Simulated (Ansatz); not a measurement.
TaC:
```yaml
crystal:
  lattice:
    - [-1.47510, 1.47510, 5.31455]
    - [1.47510, -1.47510, 5.31455]
    - [1.47510, 1.47510, -5.31455]
  atoms:
    - { symbol: Ta, position: [0.00440, 0.00440, 0.00000] }
    - { symbol: Ta, position: [0.75440, 0.25440, 0.50000] }
    - { symbol: C, position: [0.41160, 0.41160, 0.00000] }
    - { symbol: C, position: [0.16160, 0.66160, 0.50000] }
```

Relaxed with PBE. Special points in fractions of this cell's reciprocal vectors: Γ (0.000, 0.000, 0.000); X (0.000, 0.000, 0.500); P (0.250, 0.250, 0.250); N (0.000, 0.500, 0.000); M (0.500, 0.500, -0.500); S (0.269, 0.731, -0.269); S0 (-0.269, 0.269, 0.269); R (-0.039, 0.039, 0.500); G (0.500, 0.500, -0.039).

Q: List the band energies nearest the Fermi level at these points for plane-wave PAW PBE (Ansatz code).

A: In eV from the Fermi level; about four levels below and three above (degenerate sets whole), none deeper than 8.9 eV; points with the same levels are listed once.

```csv
k,below,above
Γ,-1.71 -1.71 -0.74 -0.74,3.90 4.03 4.33
X,-4.44 -4.44 -2.27 -2.27,0.51 0.51 6.04 6.04
P,-4.06 -4.06 -2.59 -2.59,0.67 0.67 5.80 5.80
N,-2.52 -1.53 -1.43 -1.37,0.65 2.22 3.53
M,-2.57 -2.57 -2.48 -2.48,0.51 0.51 4.42 4.42
S,-2.48 -1.92 -1.37 -1.30,0.91 1.87 4.06
R,-4.39 -4.39 -2.25 -2.25,0.48 0.48 5.84 5.84
```

Space group I4_1md. A made-up cell: these elements were put on the sites of a structure type; neither database checked (COD, Materials Project) lists it. It is not the phase usual at ambient conditions (space group No. 225). Symmetry was held in the PBE relaxation; its stability against distortions is not shown here. No spin polarisation was allowed. Scalar-relativistic: spin–orbit coupling is off unless named, which matters more the heavier the elements.

Potentials: the later of the program's two PAW sets.
